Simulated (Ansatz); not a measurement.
**LaSnPd: relaxation (Ansatz)**

Run with:

```bash
ansatz run input.yaml --threads 2 --pin off --max-ram 2560MiB --backend cpu --events-out ev --progress --plain --runs-dir out
```

input.yaml:

```yaml
crystal:
  lattice:
    - [7.565544, 0.0, 0.0]
    - [-3.782772, 6.551955, 0.0]
    - [0.0, 0.0, 4.224838]
  atoms:
    - { symbol: Pd, position: [0.0, 0.0, 0.5] }
    - { symbol: Sn, position: [0.245, 0.0, 0.0] }
    - { symbol: Sn, position: [0.755, 0.755, 0.0] }
    - { symbol: Sn, position: [0.0, 0.245, 0.0] }
    - { symbol: Pd, position: [0.3333, 0.6667, 0.0] }
    - { symbol: Pd, position: [0.6667, 0.3333, 0.0] }
    - { symbol: La, position: [0.585, 0.0, 0.5] }
    - { symbol: La, position: [0.415, 0.415, 0.5] }
    - { symbol: La, position: [0.0, 0.585, 0.5] }
  symmetry: { tolerance: 0.0003 }
kpoints:
  mp_grid: { grid: [5, 5, 8], shift: [0, 0, 0] }
magnetization:
  spin_polarized: false
scf:
  occupations: { method: fermi_dirac }
  lower_state_search: "off"
hamiltonian:
  pseudopotentials: { kind: paw }
  xc: r2scan
basis:
  ecutwfc: 500
  fft_grid_basis: typed
relax:
  max_steps: 40
  cell: { p_target: 0.0 }
  f_tol: 0.03
output:
  forces: true
  stress: true
  eigenvalues: true
  bader: true
  populations: true
  elf: true
  write_potential: true
  volumetric_format: npy
  dos:
    e_range: [-12, 8]
    de: 0.05
    projected: { site_lists: { La: [La], Pd: [Pd], Sn: [Sn] } }
checkpoint:
  read: saved_state
```

Origin of the cell: a known structure type with other elements, at an estimated volume, so it need not be a known compound.

The smearing width isn't typed, so it takes its default of 0.1 eV.

The saved state is a converged single point of the same cell.

Steps («new basis» is an SCF on plane waves selected anew at the same cell):

```csv
step,ΔF (meV/atom),max force component (eV/Å),P (GPa),volume (Å³),SCF iterations,step was
1,0.0,0.162,3.06,209.42,7,accepted
2,3.2,0.218,-3.13,224.97,9,rejected
3,-8.0,0.029,0.00,216.34,12,accepted
4,-8.1,0.023,0.01,216.39,7,accepted
5,-8.5,0.023,0.01,216.39,8,new basis
```

Step 1, with forces in eV/Å:

```xyz
9
Lattice="7.566 0.000 0.000 -3.783 6.552 0.000 0.000 0.000 4.225" Properties=species:S:1:pos:R:3:forces:R:3 pbc="T T T" step=1
Pd    0.000    0.000    2.112    0.000    0.000    0.000
Sn    1.854    0.000    0.000    0.162    0.000    0.000
Sn    2.856    4.947    0.000   -0.081   -0.141    0.000
Sn   -0.927    1.605    0.000   -0.081    0.141    0.000
Pd    0.000    4.368    0.000    0.000    0.000    0.000
Pd    3.783    2.184    0.000    0.000    0.000    0.000
La    4.426    0.000    2.112   -0.107    0.000    0.000
La    1.570    2.719    2.112    0.053    0.092    0.000
La   -2.213    3.833    2.112    0.053   -0.092    0.000
```

Step 3, with forces in eV/Å:

```xyz
9
Lattice="7.683 0.000 0.000 -3.842 6.654 0.000 0.000 0.000 4.232" Properties=species:S:1:pos:R:3:forces:R:3 pbc="T T T" step=3
Pd    0.000    0.000    2.116    0.000    0.000    0.000
Sn    1.898    0.000    0.000   -0.029    0.000    0.000
Sn    2.893    5.010    0.000    0.014    0.025    0.000
Sn   -0.949    1.644    0.000    0.014   -0.025    0.000
Pd    0.000    4.436    0.000    0.000    0.000    0.000
Pd    3.842    2.218    0.000    0.000    0.000    0.000
La    4.493    0.000    2.116    0.010    0.000    0.000
La    1.595    2.762    2.116   -0.005   -0.008    0.000
La   -2.247    3.891    2.116   -0.005    0.008    0.000
```

Step 4, with forces in eV/Å:

```xyz
9
Lattice="7.693 0.000 0.000 -3.847 6.663 0.000 0.000 0.000 4.222" Properties=species:S:1:pos:R:3:forces:R:3 pbc="T T T" step=4
Pd    0.000    0.000    2.111    0.000    0.000    0.000
Sn    1.900    0.000    0.000   -0.023    0.000    0.000
Sn    2.897    5.017    0.000    0.012    0.020    0.000
Sn   -0.950    1.646    0.000    0.012   -0.020    0.000
Pd    0.000    4.442    0.000    0.000    0.000    0.000
Pd    3.847    2.221    0.000    0.000    0.000    0.000
La    4.503    0.000    2.111   -0.003    0.000    0.000
La    1.595    2.763    2.111    0.002    0.003    0.000
La   -2.251    3.899    2.111    0.002   -0.003    0.000
```

Step 5, with forces in eV/Å:

```xyz
9
Lattice="7.693 0.000 0.000 -3.847 6.663 0.000 0.000 0.000 4.222" Properties=species:S:1:pos:R:3:forces:R:3 pbc="T T T" step=5
Pd    0.000    0.000    2.111    0.000    0.000    0.000
Sn    1.900    0.000    0.000   -0.023    0.000    0.000
Sn    2.897    5.017    0.000    0.012    0.020    0.000
Sn   -0.950    1.646    0.000    0.012   -0.020    0.000
Pd    0.000    4.442    0.000    0.000    0.000    0.000
Pd    3.847    2.221    0.000    0.000    0.000    0.000
La    4.503    0.000    2.111   -0.003    0.000    0.000
La    1.595    2.763    2.111    0.002    0.003    0.000
La   -2.251    3.899    2.111    0.002   -0.003    0.000
```

- Free energy lowered by: 8.5 meV/atom
- Volume change: 3.33 %
- Final pressure: 0.01 GPa
- Relaxation steps listed: 5
- Gap on the mesh: none (metal)

Caveats: no moments, though an odd count or open d shells may carry them; no spin-orbit coupling, though heavy elements are present; the relaxation held the start's symmetry, so the end may be a saddle point.

It ran for 10 min on 2 threads of Arm Neoverse N1, with other jobs on the host, peak memory 1.1 GiB, from a saved density.
